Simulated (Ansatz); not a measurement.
GeB2W2 in space group P-6m2 (No. 187; W on 2h, Ge on 1a, B on 1b, B on 1f) at seven volumes, plane-wave PAW r²SCAN (Ansatz code), shape and atoms relaxed at each. One row is withheld.

```csv
V (Å³/atom),P (GPa)
10.484,31.29
10.830,19.13
11.176,8.78
11.521,0.00
11.867,-7.38
12.212,-13.59
12.558,?
```

Task: Fit the shown pressures and predict the withheld one.

Result: Third-order Birch–Murnaghan: P = (3/2)B₀(x^(7/2) − x^(5/2))[1 + (3/4)(B′ − 4)(x − 1)] with x = (V₀/V)^(2/3). Least squares on the six rows gives V₀ = 11.523 Å³/atom, B₀ = 267.4 GPa, B′ = 4.53. At V = 12.558, x = 0.9443 and P = -18.94 GPa. The run itself gave -18.83 GPa.

The start of the workflow was typed in or built on a structure type; neither database checked (COD, Materials Project) lists it. Its standing as an ambient phase is unchecked. Symmetry was held in the r²SCAN relaxation; whether a distortion lowers the energy is not shown. No spin polarisation was allowed. Spin–orbit coupling is left out wherever it is not named.

Potentials: the earlier of the program's two PAW sets.
